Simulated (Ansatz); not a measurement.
Here is the system:

VN:
```xyz
8
Lattice="4.1172 0.0000 0.0000 0.0000 4.1172 0.0000 0.0000 0.0000 4.1172" Properties=species:S:1:pos:R:3 pbc="T T T"
V      0.9658     0.9658     0.9658
V      3.0244     1.0928     3.1514
V      3.1514     3.0244     1.0928
V      1.0928     3.1514     3.0244
N      3.1256     3.1256     3.1256
N      1.0670     3.0502     0.9916
N      0.9916     1.0670     3.0502
N      3.0502     0.9916     1.0670
```

This is the PBE-relaxed structure.

All from PBE in the plane-wave PAW code Ansatz, unless another level is named. Predict the electronic character.

metallic (no gap).

Give the formation energy from the elements (no fitted shifts).

-0.96 eV/atom.

And the density of states at the Fermi level?

1.0 states/eV per atom (mean over ±0.08 eV).

Space group P2_13. A made-up cell: these elements were put on the sites of a structure type; neither database checked (COD, Materials Project) lists it. It is not the phase usual at ambient conditions (space group No. 225). The cell was relaxed with PBE under the symmetry of its start; its stability against distortions is not shown here. The workflow began spin-polarised and lost its moments. The references are the lowest solids computed at this level, not always the standard phases (solids in place of the gases).

Potentials: the later of the program's two PAW sets.
